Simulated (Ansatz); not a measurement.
Kick test of a cell of Sn3As

The structure comes from a proposed guess, relaxed at this level; another structure or a mixture of phases may lie lower.

All numbers below come from DFT PBE, scalar-relativistic, plane waves, PAW in Ansatz 0.2.0. Settings: cutoff 420 eV, Γ-centred mesh 12×12×12 on the computed 4-atom cell, Gaussian smearing of 0.10 eV; no spin polarisation.

The cell below (4 atoms, space group R-3m (No. 166)) is relaxed within its symmetry.

```yaml
crystal:
  lattice:
    - [2.04697, 1.18182, 7.47683]
    - [-2.04697, 1.18182, 7.47683]
    - [0.00000, -2.36364, 7.47683]
  atoms:
    - { symbol: Sn, position: [0.25856, 0.25856, 0.25856] }
    - { symbol: Sn, position: [0.74144, 0.74144, 0.74144] }
    - { symbol: Sn, position: [0.50000, 0.50000, 0.50000] }
    - { symbol: As, position: [0.00000, 0.00000, 0.00000] }
```

For the test a repeat of it with 8 atoms (edges 4.09, 7.09, 7.84 Å) was strained at random (σ = 1.5 % a component), the atoms were moved at random (σ = 0.05 Å), and all was relaxed again on a coarse 6×4×6 mesh (in the run’s order of axes) with 0.20 eV smearing, with no symmetry imposed.

An odd number of electrons in the primitive cell allows no gap without spin; a larger cell or a magnetic state could open one. The cell is a metal run without spin; a magnetic state may lie lower.

Question: Is the structure stable against such a distortion?

Answer: It returns, within 1 meV/atom of the unmoved cell on that mesh and with the same symmetry when read at 0.1 Å (P-1 at 0.01 Å, so small strains and shifts remain). So it is stable against the distortions that fit this cell and that this random move excites. Modes that don't fit the cell aren't tested.
